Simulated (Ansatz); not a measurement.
Relaxed-ion elastic tensor of Be2Ru (cubic Laves (MgCu2 type), Fd-3m) in GPa (Voigt order), the program Ansatz at the r²SCAN level (PAW); density 6.97 g/cm³, 9.45 Å³ per atom.

```tsv
	1	2	3	4	5	6
1	409	124	124	0.0	0.0	0.0
2	124	409	124	0.0	0.0	0.0
3	124	124	409	0.0	0.0	0.0
4	0.0	0.0	0.0	144	0.0	0.0
5	0.0	0.0	0.0	0.0	144	0.0
6	0.0	0.0	0.0	0.0	0.0	144
```

Problem. Is the crystal mechanically stable?

Solution. Yes: the smallest eigenvalue of C is 144 GPa.

Problem. Work out the Voigt, Reuss and Hill averages.

Solution. K_V = 219, K_R = 219, K_H = 219; G_V = 143, G_R = 143, G_H = 143 GPa.

Problem. Give Young's modulus, Poisson's ratio, Pugh's ratio and the universal anisotropy index.

Solution. E = 9KG/(3K + G) = 353 GPa; ν = 0.23; K/G = 1.53 (brittle by the Pugh limit of 1.75); A_U = 5G_V/G_R + K_V/K_R − 6 = 0.00.

Problem. Estimate the sound speeds and the Debye temperature.

Solution. v_l = √((K + 4G/3)/ρ) = 7670 m/s, v_t = √(G/ρ) = 4530 m/s, mean 5020 m/s; Θ = (h/k)(3n/4πV)^(1/3) v_m = 707 K.

Problem. Give the Zener ratio and Young's modulus along [100], [110] and [111].

Solution. A = 2C44/(C11 − C12) = 1.01; 1/E = S11 − 2(S11 − S12 − S44/2)Γ with Γ = 0, 1/4, 1/3 gives 351, 353, 354 GPa.

A made-up cell: these elements were put on the sites of a structure type; neither database checked (COD, Materials Project) lists it. Whether it is the stable phase at ambient conditions was not checked. Symmetry was held in the r²SCAN relaxation; its stability against distortions is not shown here. The run is not spin-polarised. As this level gives no gap, shear constants depend on the k-mesh and smearing (Fermi–Dirac, 0.1 eV here).

Potentials: the earlier of the program's two PAW sets.
